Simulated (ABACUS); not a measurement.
# Parameter sweep on AlN (P6_3mc, 4 atoms in the cell; from Materials Project mp-661)

```
AlN
1.0
    3.12859     0.00000     0.00000
   -1.56429     2.70944     0.00000
    0.00000     0.00000     5.01696
Al N
2 2
Cartesian
  1.56430   0.90315   2.50492
  0.00000   1.80629   5.01340
  1.56430   0.90315   4.41849
  0.00000   1.80629   1.91001
```

Base run A: PBE, PseudoDojo 0.5 standard norm-conserving PBE (tails mended) pseudopotentials run with ABACUS, self-consistent single point.

Its settings: KPT = Gamma 10 10 6 0 0 0; basis_type = pw; dft_functional = PBE; ecutwfc = 84 Ry; smearing_method = fixed; potentials = PseudoDojo 0.5 standard norm-conserving PBE (tails mended); symmetry = 1; symmetry_prec = 1e-05; ks_solver = dav_subspace; scf_nmax = 100; scf_thr = 1.0e-09 Ry; mixing_type = broyden; mixing_beta = 0.7.

The structure comes from a collection of computed structures, made at another level of theory; the collection holds predicted forms beside known ones.

ΔF is the free energy per atom less that of run A. 

A variant of run A gave: the free energy goes up by 5.7 meV/atom, the pressure goes from -0.09 to -3.52 GPa, the largest force goes from 0.003 to 0.183 eV/Å and the gap on the mesh goes from 4.055 to 3.922 eV.

Q: What was changed between the two runs?
A) lattice vector c scaled by 1.01
B) lattice vector c scaled by 0.98
C) lattice vector c scaled by 1.02
D) lattice vector c scaled by 0.99

A: C, lattice vector c scaled by 1.02. That run gave: ΔF (meV/atom) 5.7; pressure (GPa) -3.52; largest force (eV/Å) 0.183; gap on the mesh (eV) 3.922.

The base and the other variants:

| change | ΔF (meV/atom) | pressure (GPa) | largest force (eV/Å) | gap on the mesh (eV) |
|---|---|---|---|---|
| base | 0.00 | -0.09 | 0.003 | 4.055 |
| lattice vector c scaled by 0.98 | 6.0 | 3.90 | 0.283 | 4.179 |
| lattice vector c scaled by 0.99 | 1.41 | 1.83 | 0.130 | 4.118 |
| lattice vector c scaled by 1.01 | 1.49 | -1.86 | 0.101 | 3.990 |

“Tails mended”: in these copies of the files the far tail of each local potential was reset to the Coulomb form.
